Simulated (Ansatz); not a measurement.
AlRu (CsCl type)

```xyz
2
Lattice="2.9764 0.0000 0.0000 0.0000 2.9764 0.0000 0.0000 0.0000 2.9764" Properties=species:S:1:pos:R:3 pbc="T T T"
Al     0.0000     0.0000     0.0000
Ru     1.4882     1.4882     1.4882
```

The slice is a {210} plane (indices of the conventional cell) through the point (0.000, 0.000, 0.000) (fractional), spanned by u = [100] and v = [021] in vectors of this cell: u (2.98 Å) and v (6.66 Å, at 90° to u). It covers one period; positions are fractions (u, v).

These are PBEsol (plane waves to 420 eV, PAW, scalar-relativistic; Ansatz, a first-principles code) values and carry that method's errors. k mesh 16×16×16. Inside the PAW spheres the values are not all-electron values, and peaks at nuclei hang on which shells count as valence. AlRu is run without spin polarisation. AlRu was relaxed with its symmetry unable to fall.

Problem. Sketch the electrostatic potential energy of an electron, from the cell's mean on this plane as a map.

Solution. 
```
|xxxxxxxxxx--%%@@%%--xxxxxxxx|
|xxxxxxxxxx++%%@@%%++xxxxxxxx|
|xxxxxxxx..**%%@@%%**..xxxxxx|
|xxxxxx..++####%%####++..xxxx|
|..::==++++++======++++++==::|
|######**==..      ..==**####|
|@@@@##++  xxxxxxxxxx  ++##@@|
|@@@@##--xxxxxxxxxxxxxx--##@@|
|@@@@**..xxxxxxxxxxxxxx..**@@|
|@@%%**..xxxxxxxxxxxxxx..**%%|
|%%%%**::xxxxxxxxxxxxxx::**%%|
|%%%%**==  xxxxxxxxxx  ==**%%|
|%%%%##**==  xxxxxx  ==**##%%|
|%%%%%%%%##++==--==++##%%%%%%|
|@@@@@@@@@@%%%%##%%%%@@@@@@@@|
|@@@@@@@@@@@@@@@@@@@@@@@@@@@@|
|@@@@@@@@@@%%%%##%%%%@@@@@@@@|
|%%%%%%%%##++==--==++##%%%%%%|
|%%%%##**==  xxxxxx  ==**##%%|
|%%%%**==  xxxxxxxxxx  ==**%%|
|%%%%**::xxxxxxxxxxxxxx::**%%|
|@@%%**..xxxxxxxxxxxxxx..**%%|
|@@@@**..xxxxxxxxxxxxxx..**@@|
|@@@@##--xxxxxxxxxxxxxx--##@@|
|@@@@##++  xxxxxxxxxx  ++##@@|
|######**==..      ..==**####|
|..::==++++++======++++++==::|
|xxxxxx..++####%%####++..xxxx|
|xxxxxxxx..**%%@@%%**..xxxxxx|
|xxxxxxxxxx++%%@@%%++xxxxxxxx|
|xxxxxxxxxx--%%@@%%--xxxxxxxx|
|xxxxxxxxxx::##@@##::xxxxxxxx|
```
Scale: ten equal steps from 3.00 (start of ' ') to 11.37 (end of '@'), in the order ' .:-=+*#%@'. Values: electrostatic potential energy of an electron, from the cell's mean, in eV. The map has 14 points along u (two characters each, u = 0 at the left) and 32 along v (v = 0 in the bottom row). Points within 1 Å of a nucleus are blanked (x), as the pseudised field means little there. Values under 3 eV are set to 3. The zero, the cell's mean, hangs on the PAW cores.
